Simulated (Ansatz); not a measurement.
## ZrOs: strain and displacement

```yaml
crystal:
  lattice:
    - [3.26300, 0.00000, 0.00000]
    - [0.00000, 3.26300, 0.00000]
    - [0.00000, 0.00000, 3.26300]
  atoms:
    - { symbol: Zr, position: [0.50000, 0.50000, 0.50000] }
    - { symbol: Os, position: [0.00000, 0.00000, 0.00000] }
```

Atom numbers follow the list: Zr1, Os2.

Conventional cell: a = 3.263 Å, b = 3.263 Å, c = 3.263 Å, α = 90.00°, β = 90.00°, γ = 90.00°. Zr (atom 1) has 8 Os at 2.83 Å as nearest neighbours. Around Os (atom 2) lie 8 Zr at 2.83 Å.

The geometry is COD entry 1523503, unchecked; take it as a test cell.

Spin–orbit coupling is left out, though it moves levels of the heavy atoms by tenths of an eV or more.

These are results of Ansatz 0.2.0, DFT, LDA, all-electron LAPW, scalar-relativistic, not measurements.

Settings: a Γ-centred 13×13×13 k mesh, Fermi–Dirac smearing of 0.03 eV, basis error target 0.25 meV/atom, no spin polarisation.

The unchanged cell is at -7.43 GPa.

In a metal, stresses and small energies carry noise from the k mesh.

x, y and z are the Cartesian axes of the cell as listed; fractional coordinates follow a strain, and an engineering shear is twice the off-diagonal strain component.

With equal xy, yz and zx engineering shear strains of -2 %: energy change +5 meV/atom; stress change (xx, yy, zz, yz, xz, xy) 0.24, 0.24, 0.24, 1.79, 1.79, 1.79 GPa, compression positive.

Q: With this change (equal xy, yz and zx engineering shear strains of -1 %), what becomes of the energy and stress?

A: Energy change +1 meV/atom; stress change (xx, yy, zz, yz, xz, xy) 0.06, 0.06, 0.06, 0.85, 0.85, 0.85 GPa, compression positive.

With equal xy, yz and zx engineering shear strains of +1 %: energy change +1 meV/atom; stress change (xx, yy, zz, yz, xz, xy) 0.05, 0.05, 0.05, -0.80, -0.80, -0.80 GPa, compression positive.

With equal xy, yz and zx engineering shear strains of +2 %: energy change +5 meV/atom; stress change (xx, yy, zz, yz, xz, xy) 0.21, 0.21, 0.21, -1.58, -1.58, -1.58 GPa, compression positive.
